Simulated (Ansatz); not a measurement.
An Ansatz (a first-principles code) run. Input:

Ansatz 0.2 input:
```yaml
crystal:
  lattice:
    - [6.0635396015, 0.0, 0.0]
    - [0.0, 6.0635396015, 0.0]
    - [0.0, 0.0, 6.0635396015]
  atoms:
    - { symbol: C, position: [0.5867185523, 0.75, 0.9132814477] }
    - { symbol: C, position: [0.5867185523, 0.9132814477, 0.75] }
    - { symbol: C, position: [0.75, 0.5867185523, 0.9132814477] }
    - { symbol: C, position: [0.75, 0.9132814477, 0.5867185523] }
    - { symbol: C, position: [0.9132814477, 0.5867185523, 0.75] }
    - { symbol: C, position: [0.9132814477, 0.75, 0.5867185523] }
    - { symbol: C, position: [0.0867185523, 0.25, 0.5867185523] }
    - { symbol: C, position: [0.0867185523, 0.4132814477, 0.75] }
    - { symbol: C, position: [0.25, 0.0867185523, 0.5867185523] }
    - { symbol: C, position: [0.25, 0.4132814477, 0.9132814477] }
    - { symbol: C, position: [0.4132814477, 0.0867185523, 0.75] }
    - { symbol: C, position: [0.4132814477, 0.25, 0.9132814477] }
    - { symbol: C, position: [0.0867185523, 0.5867185523, 0.25] }
    - { symbol: C, position: [0.0867185523, 0.75, 0.4132814477] }
    - { symbol: C, position: [0.25, 0.5867185523, 0.0867185523] }
    - { symbol: C, position: [0.25, 0.9132814477, 0.4132814477] }
    - { symbol: C, position: [0.4132814477, 0.75, 0.0867185523] }
    - { symbol: C, position: [0.4132814477, 0.9132814477, 0.25] }
    - { symbol: C, position: [0.5867185523, 0.0867185523, 0.25] }
    - { symbol: C, position: [0.5867185523, 0.25, 0.0867185523] }
    - { symbol: C, position: [0.75, 0.0867185523, 0.4132814477] }
    - { symbol: C, position: [0.75, 0.4132814477, 0.0867185523] }
    - { symbol: C, position: [0.9132814477, 0.25, 0.4132814477] }
    - { symbol: C, position: [0.9132814477, 0.4132814477, 0.25] }
kpoints:
  mp_grid: { grid: [3, 3, 3] }
hamiltonian:
  xc: hse06
  pseudopotentials: { kind: paw }
scf:
  n_extra_bands: 24
  occupations: { method: fixed }
output:
  eigenvalues: true
  eigenstates:
    e_range: [-9.0, 12.7]
    kpoints:
      - [0.0, 0.0, 0.0]  # VBM
      - [0.255208, -0.5, -0.5]  # CBM
      - [0.0, 0.0, 0.0]  # GAMMA
      - [0.5, 0.5, 0.5]  # R
      - [0.5, 0.5, 0.0]  # M
      - [0.0, 0.5, 0.0]  # X
```

Output (shortened):

```
Pseudopotentials: kind: paw
Pseudopotential: C, paw, valence charge 4
Functional definition: HSE06
davidson cushion auto → on  (no smearing: the cushion is to keep the highest requested band from converging to the state above it …
Crystal: 24 atoms, lattice volume = 222.935 Å³
Basis set: ecut = 420 eV, 4385 PW (Γ)
Bands: 72, of which v1, the nominal top of the filled ones, is band 48 counted from 1 (47 counted from 0)
Symmetry: 48 space group operations
Space group: Pn-3m (ITA 224), of the structure as read, at distance tolerance 6.1e-5 Å
k-points: 4 of 27
PAW frozen core: C, regenerated for the run's functional, and the local potential with it
Initial wavefunctions: pseudopotential atomic-orbital guess
Eigensolver: davidson
Functional: x = pbe(κ = 0.804, μ = 0.2195149727645171), c = pbe(β = 0.06672455060314922), warm-up for x = pbe(κ = 0.804, μ = 0.2195149727645171) + 0.25 (exact …
SCF iter   1: F=—  HF=-6016.819663 eV  |F-HF|=—  |Δ(HF+E_count)|=         —  Δρ=5.31e-3  dr2=7.68e-2  ethr=1.77e-3  ⟨swp⟩=9.8  Hψ=1482  notcnv=0
preconditioner: auto → none
iter 2 solved again at ethr=2.97e-6 eV; its pass at ethr=8.00e-5 eV (dr2=2.85e-3 eV) is discarded
SCF iter   2: F=—  HF=-6016.801770 eV  |F-HF|=—  |Δ(HF+E_count)|=   1.79e-2  Δρ=1.85e-3  dr2=2.86e-3  ethr=2.97e-6  ⟨swp⟩=3.8  Hψ=1553  notcnv=0
SCF iter   3: F=-6016.805572 eV  HF=-6016.804823 eV  |F-HF|=7.49e-4  |Δ(HF+E_count)|=   3.05e-3  Δρ=7.71e-4  dr2=4.04e-4  ethr=2.97e-6  ⟨swp⟩=3.0  Hψ=676  notcnv=0
SCF 1 stopped early in 3 iterations: F = -6016.805572 eV  dr2 = 4.04e-4
Crystal: 24 atoms, lattice volume = 222.935 Å³
Initial density: handed on by an earlier stage of this run
Initial wavefunctions: those handed on with the density
Functional: x = pbe(κ = 0.804, μ = 0.2195149727645171) + 0.25 (exact − pbe) at short range (hse, ω = 0.20786987370883472 Å⁻¹), c = pbe(β = 0.06672455060314922); HSE06 as pw.x's `hse` composes it (authors' and Libxc's form: `xc: wpbeh`)
Exchange kernel: α = 0.2500, screened, ω = 0.2079 Å⁻¹, Wigner–Seitz truncation, v(0) = 1042.7872 eV·Å³, q-mesh 3×3×3, nearest image of the exchange supercell L …
Frozen-core exchange: fock
SCF iter   1: F=—  HF=-6016.771876 eV  |F-HF|=—  |Δ(HF+E_count)|=         —  Δρ=8.39e-3  dr2=7.97e-2  ethr=4.21e-6  ⟨swp⟩=8.5  Hψ=1547  notcnv=0
preconditioner: auto → none
SCF iter   2: F=—  HF=-6016.741237 eV  |F-HF|=—  |Δ(HF+E_count)|=   3.06e-2  Δρ=3.39e-3  dr2=9.93e-3  ethr=4.21e-6  ⟨swp⟩=4.0  Hψ=971  notcnv=0
SCF iter   3: F=—  HF=-6016.760387 eV  |F-HF|=—  |Δ(HF+E_count)|=   1.92e-2  Δρ=9.98e-4  dr2=7.61e-4  ethr=4.21e-6  ⟨swp⟩=4.2  Hψ=937  notcnv=0
SCF iter   4: F=—  HF=-6016.760103 eV  |F-HF|=—  |Δ(HF+E_count)|=   2.84e-4  Δρ=1.84e-4  dr2=4.07e-5  ethr=7.61e-7  ⟨swp⟩=3.0  Hψ=683  notcnv=0
SCF iter   5: F=-6016.760317 eV  HF=-6016.760321 eV  |F-HF|=3.30e-6  |Δ(HF+E_count)|=   2.18e-4  Δρ=7.07e-5  dr2=6.16e-6  ethr=2.33e-8  ⟨swp⟩=5.2  Hψ=1011  notcnv=0
SCF 2 stopped early in 5 iterations: F = -6016.760317 eV  dr2 = 6.16e-6
hybrid outer 1: dexx = +2.600e-2 eV, tail = 1.13e-4 eV
Crystal: 24 atoms, lattice volume = 222.935 Å³
Exchange kernel: α = 0.2500, screened, ω = 0.2079 Å⁻¹, Wigner–Seitz truncation, v(0) = 1042.7872 eV·Å³, q-mesh 3×3×3, nearest image of the exchange supercell L …
Frozen-core exchange: fock
SCF iter   1: F=—  HF=-6016.760974 eV  |F-HF|=—  |Δ(HF+E_count)|=         —  Δρ=5.90e-5  dr2=3.76e-6  ethr=5.89e-7  ⟨swp⟩=4.5  Hψ=729  notcnv=0
preconditioner: auto → none
iter 2 solved again at ethr=8.13e-11 eV; its pass at ethr=3.39e-9 eV (dr2=7.80e-8 eV) is discarded
SCF iter   2: F=—  HF=-6016.760973 eV  |F-HF|=—  |Δ(HF+E_count)|=   7.44e-7  Δρ=1.32e-5  dr2=1.62e-7  ethr=8.13e-11  ⟨swp⟩=3.5  Hψ=1593  notcnv=0
SCF iter   3: F=-6016.760974 eV  HF=-6016.760974 eV  |F-HF|=2.32e-8  |Δ(HF+E_count)|=   1.12e-6  Δρ=5.97e-6  dr2=4.55e-8  ethr=8.06e-11  ⟨swp⟩=6.2  Hψ=1039  notcnv=0  defer=6
SCF 3 converged in 3 iterations: F = -6016.760974 eV  dr2 = 4.55e-8
hybrid outer 2: dexx = +1.793e-6 eV, tail = 1.37e-7 eV, Δε = 2.30e-3 eV (about 8.36e-5 eV left of the loop's levels)
the search or the solves at the SCF's close seem to have found levels that the self-consistency loop had missed (the run counts 1) …
NSCF: frozen V_eff on 6 k-points
hybrid SCF converged: 2 outer / 8 inner (+3 warm-up), last move |dexx| = 1.79e-6 eV, tail = 1.37e-7 eV
Stability not checked (fock_operator)
Free energy (F): -6016.760975 eV
Frozen-core exchange: fock
Harris-Foulkes:  -6016.760975 eV  (|F-HF|=2.32e-8)
Internal energy: -6016.760975 eV  (E = F + TS)
E sigma→0 (E₀):  -6016.760975 eV
Fermi energy:    4.501575 eV
--- Per-component energies (eV) ---
  E_band       = -394.912255
  E_kinetic    = 2174.247306
  E_local      = -4165.846459  (includes V_loc(G=0)·N_el)
  E_nonlocal   = 644.215142
  E_hartree    = 1336.641570
  E_xc         = -931.915742
  E_vxc        = -1142.420391  (∫ρ·V_xc dr)
  E_exx        = -215.097871  (= α·E_x^exact, valence–valence)
  E_paw        = -2385.764905  (= ΣΔE_a)
  E_vpaw       = -148.204564  (= ΣTr[D̂ρ^β])
  E_aug_tail   = 0.000184  (compensation charges beyond the density's cutoff)
  E_ewald      = -2472.826963
  E_core_change = -0.413238  (= ΣΔE_core)
  E_smearing   =  0.000000  (= −TS)
  E_closure    =  0.000000  (closes the sum)
  Σ components = -6016.760975   (vs F -6016.760975, Δ=0.00e0)
  [band-id]    e_kinetic+e_local+e_nonlocal+2·e_hartree+e_vxc+2·e_exx+e_vpaw+e_augmentation_tail = -394.921383   (vs E_band -394.912255, Δ=-9.13e-3)
--- Band table (eV) ---
  k-point 0: bands = ["-15.7522", "-13.4704", "-13.4704", "-13.4704", "-13.4071", "-13.4071", "-11.5242", "-11.5242", "-11.5242", "-9.3051", "-9.3051", "-8.2794", "-8.2794", "-8.2794", "-7.6907", "-7.6907", "-7.6907", "-5.7088", "-5.1133", "-3.7871", "-3.7871", "-3.7871", "-3.4851", "-2.7967", "-2.7967", "-2.7967", "-1.6859", "-1.6859", "-1.6859", "-1.1362", "-1.1362", "-0.6027", "-0.6027", "-0.6027", "0.1310", "0.1310", "0.1310", "0.7505", "0.7505", "0.7906", "2.0136", "2.0136", "2.0136", "3.9440", "3.9440", "4.5016", "4.5016", "4.5016", "8.9518", "8.9518", "8.9518", "9.6941", "9.6941", "9.9823", "9.9823", "9.9823", "10.8713", "12.3598", "12.3598", "12.3598", "14.8306", "14.9976", "14.9976", "14.9976", "15.9442", "15.9442", "15.9442", "16.3282", "16.7234", "16.7234", "16.7234", "16.8464"]
  k-point 1: bands = ["-15.4768", "-14.6783", "-13.4692", "-13.4692", "-13.1078", "-12.2778", "-11.8909", "-11.4305", "-11.4305", "-10.2520", "-9.1261", "-9.1261", "-8.2127", "-8.0827", "-7.9186", "-6.2940", "-6.2940", "-5.9163", "-4.5933", "-4.5933", "-4.5891", "-4.4779", "-3.2587", "-2.9032", "-2.9032", "-2.6048", "-2.0700", "-1.9911", "-1.9911", "-1.7394", "-0.6472", "-0.6093", "-0.5226", "-0.4092", "-0.4092", "0.4625", "0.7017", "0.7017", "1.2236", "1.5725", "2.4690", "2.4690", "2.7175", "3.5074", "3.7997", "3.8013", "3.8013", "4.1175", "9.0528", "9.0528", "9.2029", "9.4711", "9.4711", "9.5256", "9.6133", "9.7373", "11.6463", "13.0199", "13.0199", "13.4350", "13.5588", "14.0907", "14.0907", "15.3374", "15.3530", "15.7741", "16.0813", "16.2047", "16.2047", "16.6858", "17.1469", "17.1469"]
  k-point 2: bands = ["-15.2284", "-14.6765", "-14.1340", "-13.7909", "-12.2088", "-12.1875", "-12.1777", "-11.6370", "-10.5982", "-10.2209", "-10.0462", "-9.6274", "-8.3258", "-7.0170", "-7.0061", "-6.7217", "-6.3601", "-6.1184", "-4.9776", "-4.5694", "-4.0431", "-4.0016", "-3.9052", "-3.2731", "-3.2023", "-3.1106", "-3.0957", "-1.7631", "-1.6069", "-0.9198", "-0.5964", "-0.5157", "-0.4747", "-0.1947", "0.3753", "0.4142", "0.7078", "0.7763", "0.7990", "1.3158", "2.5147", "2.7731", "2.9790", "3.3032", "3.5997", "3.6270", "3.7292", "3.9268", "8.4273", "8.5615", "8.7490", "9.0183", "9.9735", "10.0730", "10.0865", "10.3365", "12.2212", "13.0096", "13.0691", "13.1657", "13.5811", "13.6468", "14.2109", "14.6415", "15.1026", "15.2941", "15.9638", "16.3460", "16.4599", "16.6008", "16.7773", "16.9910"]
  k-point 3: bands = ["-15.0135", "-14.5236", "-14.5236", "-13.4473", "-12.9918", "-12.9918", "-11.5343", "-10.7770", "-10.7770", "-10.6792", "-8.9979", "-8.9979", "-8.2481", "-8.2481", "-7.4752", "-7.2980", "-6.0337", "-6.0337", "-4.9090", "-4.9090", "-3.9109", "-3.6560", "-3.2084", "-3.2084", "-3.0027", "-2.8641", "-2.8641", "-2.4375", "-1.4253", "-1.4253", "-1.1046", "-0.6397", "-0.6397", "0.2558", "0.4028", "0.4028", "0.4781", "0.9569", "1.3161", "1.3161", "2.4482", "2.4482", "3.3268", "3.3268", "3.4978", "3.6674", "3.6674", "3.8196", "8.4543", "8.4543", "8.6157", "8.7383", "8.7383", "10.7061", "10.7312", "10.7312", "11.5216", "12.8748", "13.4826", "13.5853", "13.5853", "13.6450", "14.2567", "15.1617", "15.5363", "15.5363", "15.8147", "15.8147", "16.5715", "16.9342", "16.9342", "17.4125"]
  band table: 72 of 72 bands, residual norms ≤ 1.0e-3 eV
```

Cost: about 5 core-minutes (a rough figure) on shared cores.

The points marked VBM and CBM come from a semilocal run.

The start of the workflow was typed in or built on a structure type; neither database checked (COD, Materials Project) lists it. It is not the phase usual at ambient conditions (space group No. 194, 227). Symmetry was held in the r²SCAN relaxation; its stability against distortions is not shown here.

Potentials: the later of the program's two PAW sets.

Ansatz is a plane-wave DFT program.
